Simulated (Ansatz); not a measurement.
V:
```yaml
crystal:
  lattice:
    - [-1.48788, 1.48788, 1.48788]
    - [1.48788, -1.48788, 1.48788]
    - [1.48788, 1.48788, -1.48788]
  atoms:
    - { symbol: V, position: [0.00000, 0.00000, 0.00000] }
```

Relaxed with r²SCAN+D4. Special points in fractions of this cell's reciprocal vectors: Γ (0.000, 0.000, 0.000); H (0.500, -0.500, 0.500); N (0.000, 0.000, 0.500); P (0.250, 0.250, 0.250).

Problem. List the band energies nearest the Fermi level at these points for DFT-r²SCAN+D4 in the program Ansatz with PAW potentials.

Solution. In eV from the Fermi level; about four levels below and three above (degenerate sets whole), none deeper than 8.9 eV; … stands for higher levels left out; points with the same levels are listed once.

```tsv
k	below	above
Γ	-7.10	0.49 0.49 0.49
H	-3.21 -3.21	…
N	-3.41 -1.19	1.60 2.71 …
P	-1.23 -1.23 -1.23	…
```

Space group Im-3m (bcc (W type)). Symmetry was held in the r²SCAN+D4 relaxation. The workflow began spin-polarised and lost its moments. The pairwise dispersion correction was not fitted to metals.

Potentials: the later of the program's two PAW sets.
